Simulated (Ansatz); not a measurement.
Input, command and steps of an Ansatz relaxation.

```yaml
crystal:
  lattice:
    - [0.0, 3.6826085917, 3.6826085917]
    - [3.6826085917, 0.0, 3.6826085917]
    - [3.6826085917, 3.6826085917, 0.0]
  atoms:
    - { symbol: Ba, position: [0.25, 0.25, 0.25] }
    - { symbol: Ba, position: [0.75, 0.75, 0.75] }
    - { symbol: "Y", position: [0.0, 0.0, 0.0] }
basis:
  ecutwfc: 420
kpoints:
  mp_grid: { grid: [4, 4, 4] }
hamiltonian:
  xc: pbe
scf:
  occupations: { method: gaussian, width: 0.1 }
  lower_state_search: "off"
output:
  forces: true
  stress: true
  eigenvalues: true
relax:
  adjacent_minimum: "off"
  f_tol: 0.04
  max_steps: 70
  cell: { stress_tol: 0.4 }
```

```bash
ansatz run input.yaml --threads 1 --pin off --max-ram 2560MiB --backend cpu --events-out ev --progress --plain --runs-dir out
```

All numbers below come from Ansatz, DFT PBE, scalar-relativistic, plane waves, PAW.

Of 8 frames 7 are shown, positions in Å and forces in eV/Å; the SCF threshold varies from step to step. Steps run on the plane waves of an earlier cell, with a Pulay correction in the pressure. The basis is chosen afresh for the last frame, the zero of the energies, and at times for earlier ones too; energy and pressure step there, also at an unchanged geometry. Here that happened at step 6 (-13 meV/atom, 0.3 GPa); the frames before carry an error of that size.

```xyz
3
Lattice="0.0000 3.6826 3.6826 3.6826 0.0000 3.6826 3.6826 3.6826 0.0000" Properties=species:S:1:pos:R:3:forces:R:3 pbc="T T T" step=1 free_energy_over_end_meV_per_atom=680.67 pressure_GPa=12.15
Ba    1.8413    1.8413    1.8413    0.0000    0.0000    0.0000
Ba    5.5239    5.5239    5.5239    0.0000    0.0000    0.0000
Y     0.0000    0.0000    0.0000    0.0000    0.0000    0.0000
3
Lattice="0.0000 3.8621 3.8621 3.8621 0.0000 3.8621 3.8621 3.8621 0.0000" Properties=species:S:1:pos:R:3:forces:R:3 pbc="T T T" step=2 free_energy_over_end_meV_per_atom=376.12 pressure_GPa=7.17
Ba    1.9311    1.9311    1.9311    0.0000    0.0000    0.0000
Ba    5.7932    5.7932    5.7932    0.0000    0.0000    0.0000
Y     0.0000    0.0000    0.0000    0.0000    0.0000    0.0000
3
Lattice="0.0000 4.0417 4.0417 4.0417 0.0000 4.0417 4.0417 4.0417 0.0000" Properties=species:S:1:pos:R:3:forces:R:3 pbc="T T T" step=3 free_energy_over_end_meV_per_atom=187.01 pressure_GPa=4.08
Ba    2.0208    2.0208    2.0208    0.0000    0.0000    0.0000
Ba    6.0625    6.0625    6.0625    0.0000    0.0000    0.0000
Y     0.0000    0.0000    0.0000    0.0000    0.0000    0.0000
3
Lattice="0.0000 4.2212 4.2212 4.2212 0.0000 4.2212 4.2212 4.2212 0.0000" Properties=species:S:1:pos:R:3:forces:R:3 pbc="T T T" step=4 free_energy_over_end_meV_per_atom=67.69 pressure_GPa=2.09
Ba    2.1106    2.1106    2.1106    0.0000    0.0000    0.0000
Ba    6.3318    6.3318    6.3318    0.0000    0.0000    0.0000
Y     0.0000    0.0000    0.0000    0.0000    0.0000    0.0000
3
Lattice="0.0000 4.4007 4.4007 4.4007 0.0000 4.4007 4.4007 4.4007 0.0000" Properties=species:S:1:pos:R:3:forces:R:3 pbc="T T T" step=5 free_energy_over_end_meV_per_atom=20.70 pressure_GPa=0.32
Ba    2.2004    2.2004    2.2004    0.0000    0.0000    0.0000
Ba    6.6011    6.6011    6.6011    0.0000    0.0000    0.0000
Y     0.0000    0.0000    0.0000    0.0000    0.0000    0.0000
3
Lattice="0.0000 4.4007 4.4007 4.4007 0.0000 4.4007 4.4007 4.4007 0.0000" Properties=species:S:1:pos:R:3:forces:R:3 pbc="T T T" step=6 free_energy_over_end_meV_per_atom=7.80 pressure_GPa=0.65
Ba    2.2004    2.2004    2.2004    0.0000    0.0000    0.0000
Ba    6.6011    6.6011    6.6011    0.0000    0.0000    0.0000
Y     0.0000    0.0000    0.0000    0.0000    0.0000    0.0000
3
Lattice="0.0000 4.4738 4.4738 4.4738 0.0000 4.4738 4.4738 4.4738 0.0000" Properties=species:S:1:pos:R:3:forces:R:3 pbc="T T T" step=8 free_energy_over_end_meV_per_atom=0.00 pressure_GPa=0.23
Ba    2.2369    2.2369    2.2369    0.0000    0.0000    0.0000
Ba    6.7107    6.7107    6.7107    0.0000    0.0000    0.0000
Y     0.0000    0.0000    0.0000    0.0000    0.0000    0.0000
```

The start puts this composition into another compound's structure type, which needn't suit it. The cell swells from 33.3 to 59.7 Å³ an atom, so the end can be far from any stable crystal. At the end the space group is Fm-3m (tolerance 0.05 Å).

The run took 7.2 s on 1 thread of Intel(R) Xeon(R) 6975P-C (Granite Rapids) (shared host), peak memory 0.47 GiB.

The k mesh is coarse.